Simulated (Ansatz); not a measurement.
Si$_{2}$W:
Space group I4/mmm (No. 139); a = 3.2026 Å, b = 3.2026 Å, c = 7.8159 Å, α = 90.00°, β = 90.00°, γ = 90.00°

| atom | site | symmetry | x | y | z |
|---|---|---|---|---|---|
| W | 2a | 4/mmm | 0.0000 | 0.0000 | 0.0000 |
| Si | 4e | 4mm | 0.0000 | 0.0000 | 0.3345 |
(The calculation used a cell of 3 atoms; values per cell refer to that cell.)

Relaxed at zero pressure with plane-wave PAW PBEsol (Ansatz code).

Problem. The volume is lowered by 3 % and shape and atoms relax at that volume. What pressure results, and how do the axes share the change?

Solution. 7.5 GPa; a -1.1 %, b -1.1 %, c -0.9 %; the energy rises by 9 meV/atom.

Problem. Give the new structure.

Solution. 
Space group I4/mmm (No. 139); a = b = 3.168 Å, c = 7.748 Å, α = β = γ = 90.00°

| atom | site | symmetry | x | y | z |
|---|---|---|---|---|---|
| W | 2a | 4/mmm | 0.0000 | 0.0000 | 0.0000 |
| Si | 4e | 4mm | 0.0000 | 0.0000 | 0.3341 |

The phase is kept; no other phase was compared at this pressure.

The PBEsol relaxation kept the symmetry of its start. The run is not spin-polarised. Scalar-relativistic: spin–orbit coupling is off unless named, which matters more the heavier the elements.

Potentials: the later of the program's two PAW sets.
